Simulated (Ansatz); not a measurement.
Problem. BN in space group P6_3mc (No. 186; B on 2a, B on 2b, N on 2a, N on 2b) is relaxed with the program Ansatz at the HSE06 level (PAW). What lattice parameters of the conventional cell result?

Solution. a = 2.539 Å, c = 8.343 Å.

Problem. Give the free coordinates with the occupied sites.

Solution. In one choice of origin and axes:

```tsv
atom	site	symmetry	x	y	z
B	2a	3m.	0.0000	0.0000	0.4998
B	2b	3m.	0.3333	0.6667	0.2505
N	2a	3m.	0.0000	0.0000	0.3131
N	2b	3m.	0.3333	0.6667	0.0622
```

Problem. Is it a metal or does it have a gap at this level?

Solution. A gap of 6.94 eV, indirect.

A made-up cell: these elements were put on the sites of a structure type. Its sites differ from those of the usual phase in this space group: another stacking or structure type. The cell was relaxed with HSE06 under the symmetry of its start; whether a distortion lowers the energy is not shown. The hybrid was solved on a coarse mesh, the path and, where they were found, the r²SCAN edge points; its band edges are the extreme levels among these.

Potentials: the later of the program's two PAW sets.
